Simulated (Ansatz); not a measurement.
The elements of this relaxed trial crystal are hidden behind letters.

```
lattice vectors (Å)
   2.7692    0.0000    0.0000
   0.0000    2.7692    0.0000
   0.0000    0.0000    2.7692
fractional positions
X 0.5000 0.5000 0.5000
Z 0.0000 0.0000 0.0000
```

Theory: Ansatz 0.2.0, DFT PBE, scalar-relativistic, plane waves, PAW. Plane waves to 420 eV, a 20×20×20 mesh through Γ for the 2-atom cell and 0.10 eV Gaussian smearing; no spin polarisation.

```
Space group                                 : Pm-3m (No. 221)
Conventional cell                           : a = 2.769 Å
Volume per atom                             : 10.62 Å³
Density                                     : 3.36 g/cm³
Energy over the elements                    : −0.65 eV/atom
Gap on the 20×20×20 mesh of the 2-atom cell : 0 eV (a metal)
```

Energies are uncorrected and count from the elements' standard states at the same level.

Question: X is a p-block element of period 3 and Z is a p-block element of period 2. Which elements are they?

Answer: X = Al, Z = O, so the formula is AlO, here in the caesium chloride type. Density times volume gives a mean mass of 3.36 × 10.62/1.6605 = 21.5 u per atom, and this set has 21.5 u. Around Al lie 8 O at 2.40 Å and 6 Al at 2.77 Å; O has 8 Al at 2.40 Å and 6 O at 2.77 Å. Other sets within the hints have nearly the same mass, so mass alone doesn't settle it; this one was computed.

An odd number of electrons in the primitive cell allows no gap without spin; a larger cell or a magnetic state could open one. The cell is a metal run without spin; a magnetic state may lie lower. Symmetry constrained the relaxation, so the result can be a saddle point. Another cell of AlO relaxed alike, in Pm-3m, lies 1.06 eV/atom lower, so this cell isn't the stable form at this level.
